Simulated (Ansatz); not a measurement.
PbSe:
```
PbSe
1.0
    3.76800     0.00000     0.00000
    0.00000     3.76800     0.00000
    0.00000     0.00000     3.76800
Pb Se
1 1
Direct
  0.00000   0.00000   0.00000
  0.50000   0.50000   0.50000
```

Relaxed with r²SCAN. Special points in fractions of this cell's reciprocal vectors: Γ (0.000, 0.000, 0.000); X (0.000, 0.500, 0.000); M (0.500, 0.500, 0.000); R (0.500, 0.500, 0.500).

List the band energies nearest the Fermi level at these points for the program Ansatz at the r²SCAN level (PAW).

In eV from the Fermi level; about four levels below and three above (degenerate sets whole), none deeper than 8.9 eV; … stands for higher levels left out; points with the same levels are listed once.

```csv
k,below,above
Γ,-7.14 -1.60 -1.60 -1.60,5.65 5.65 …
X,-0.32 -0.32 -0.25,0.45 3.65 3.65
M,-7.69 -4.51 -4.51 -0.06,4.49 4.49 5.30
R,-2.46 -2.46 -2.46 -0.44 -0.44 -0.44,…
```

Space group Pm-3m (CsCl type). The first step of the workflow began from a Materials Project structure, measured or hypothetical; the Crystallography Open Database copy checked does not list it. It is not the phase usual at ambient conditions (space group No. 225). The r²SCAN relaxation kept the symmetry of its start; whether a distortion lowers the energy is not shown. Scalar-relativistic: spin–orbit coupling is off unless named, which matters more the heavier the elements.

Potentials: the later of the program's two PAW sets.
